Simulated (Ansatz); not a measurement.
Input:

Re3W:
```yaml
crystal:
  lattice:
    - [-1.95232, 1.95232, 3.91221]
    - [1.95232, -1.95232, 3.91221]
    - [1.95232, 1.95232, -3.91221]
  atoms:
    - { symbol: Re, position: [0.75000, 0.25000, 0.50000] }
    - { symbol: Re, position: [0.25000, 0.75000, 0.50000] }
    - { symbol: Re, position: [0.50000, 0.50000, 0.00000] }
    - { symbol: W, position: [0.00000, 0.00000, 0.00000] }
```

This is the PBEsol-relaxed structure.

Question: All from PBEsol (plane waves, PAW; program Ansatz), unless another level is named. Predict the bulk modulus (Birch–Murnaghan fit).

Answer: 3660 kbar.

Question: Predict the highest zone-centre frequency.

Answer: 216 cm⁻¹.

Space group I4/mmm. The workflow started from a Materials Project entry (that database holds measured and hypothetical structures alike); the Crystallography Open Database copy checked does not list it. Its standing as an ambient phase is unchecked. The PBEsol relaxation kept the symmetry of its start; whether a distortion lowers the energy is not shown. No spin polarisation was allowed. As this level gives no gap, phonon frequencies hold no LO–TO term and depend on the k-mesh and smearing (Fermi–Dirac, 0.1 eV here). Spin–orbit coupling is left out wherever it is not named.

Potentials: the later of the program's two PAW sets.
